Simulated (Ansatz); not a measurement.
## Property card for Ga

Ga:
```cif
data_Ga4
_chemical_formula_sum 'Ga4'
_space_group_name_H-M_alt 'P 1'
_space_group_IT_number 1
_cell_length_a 4.40827
_cell_length_b 4.40827
_cell_length_c 4.52623
_cell_angle_alpha 90.000
_cell_angle_beta 90.000
_cell_angle_gamma 119.013
loop_
_space_group_symop_operation_xyz
  'x, y, z'
loop_
_atom_site_label
_atom_site_type_symbol
_atom_site_fract_x
_atom_site_fract_y
_atom_site_fract_z
_atom_site_occupancy
Ga1 Ga 0.65600 0.34400 0.41535 1
Ga2 Ga 0.34400 0.65600 0.58465 1
Ga3 Ga 0.84400 0.15600 0.91535 1
Ga4 Ga 0.15600 0.84400 0.08465 1
```

Space group Cmce (No. 64), α-Ga; conventional cell a = 4.4739 Å, b = 7.5971 Å, c = 4.5262 Å, α = β = γ = 90.00°.

Method: the program Ansatz at the r²SCAN level (PAW). Geometry: relaxed at this level of theory. Other levels are named where they apply.

### Cell and energy

- Volume per atom = 19.23 Å³
- Density = 6.02 g/cm³

### Electronic structure

* **Electronic character**: metallic (no gap)
* **Density of states at the Fermi level**: 0.14 states/eV per atom (mean over ±0.08 eV)
* **Gap with spin–orbit coupling**: none (metallic)

### Mechanics

- Bulk modulus (Birch–Murnaghan fit) = 62.3 GPa
- Pressure derivative B′ = 4.9

### Phonons

- Highest zone-centre frequency: 29.8 meV
- Zone-centre stability: no imaginary mode at Γ

The r²SCAN relaxation kept the symmetry of its start. As this level gives no gap, phonon frequencies hold no LO–TO term and depend on the k-mesh and smearing (Fermi–Dirac, 0.1 eV here). Axis ratios of metals converge slowly with the k-mesh, so a and c are less sure than the volume. Spin–orbit coupling is left out wherever it is not named.

Potentials: the earlier of the program's two PAW sets.
